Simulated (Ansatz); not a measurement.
A geometry of Pd away from equilibrium: step 14 of the relaxation of a relaxed Pd cell, doubled along one cell vector, shaken by Gaussian noise of σ = 0.08 Å a coordinate. Method: PBEsol (plane waves to 420 eV, PAW, scalar-relativistic; Ansatz, a first-principles code). Γ-centred k-mesh 14×7×9 on the run's cell (coarser than for final values), Fermi–Dirac smearing 0.05 eV.

```xyz
4
Lattice="-3.1844 2.8650 1.3698 6.3543 -5.7319 2.7164 1.9050 1.5866 -1.3717" Properties=species:S:1:pos:R:3:forces:R:3 pbc="T T T" free_energy=-27626.481 pressure_GPa=4.9
Pd    -0.7120     2.2712     1.0093    0.0000    0.0000    0.0000
Pd     2.4651    -0.5948     2.3675    0.0000    0.0000    0.0000
Pd    -0.0687     0.0459    -0.3537    0.0000    0.0000    0.0000
Pd     3.1085    -2.8200     1.0044    0.0000    0.0000    0.0000
```

Positions in Å, forces in eV/Å, free energy of the cell in eV (comparable only within this code, potentials and settings). Largest force: all forces are below 0.005 eV/Å; the geometry lies 0.03 eV/atom above the end of its relaxation.

No spin polarisation in the result.

Of the parent cell (I4₁/amd (No. 141)): it is a generated cell of Pd: the first start was made by placing the elements on the sites of a structure type, and the end was not matched to a known phase here, so it may be hypothetical. Known forms of Pd include space group No. 225.
